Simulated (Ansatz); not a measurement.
Simulated powder pattern, Ag Kα, λ = 0.560885 Å (kinematic, ideal powder, no thermal factors, no anomalous dispersion; the 30 strongest lines at most, above 1 %, up to 2θ = 30°):

```
2θ (°)  I/Imax (%)
------  ----------
7.75            25
9.15            78
9.77            74
10.78           65
11.14          100
11.24           74
13.70           42
14.75           28
15.60           48
15.82           11
16.03           31
16.77           20
16.79           31
17.75           28
18.39           13
18.48           25
18.60           18
18.71           18
19.62           32
20.23          9.8
21.78           19
21.84           18
23.28           15
24.49           11
25.09           11
25.39          9.2
25.88          9.7
25.92          9.1
27.69           11
27.82          8.3
```

The pattern belongs to a structure relaxed with plane-wave PAW PBE (Ansatz code).

Q: Which compound is it?
A. GaAs, zinc blende
B. SnS, Pnma (Sn on 4c, S on 4c)
C. Al, fcc (Cu type)
D. SiC, P6_222 (Si on 3d, C on 3c)

A: B, SnS, Pnma (Sn on 4c, S on 4c)

Q: Give the lattice parameters.

A: a = 11.456 Å, b = 4.024 Å, c = 4.453 Å.

Symmetry was held in the PBE relaxation. A crystal of weakly bound layers computed without a dispersion correction: the cell and the soft elastic constants depend strongly on that. Scalar-relativistic: spin–orbit coupling is off unless named, which matters more the heavier the elements.

Potentials: the later of the program's two PAW sets.
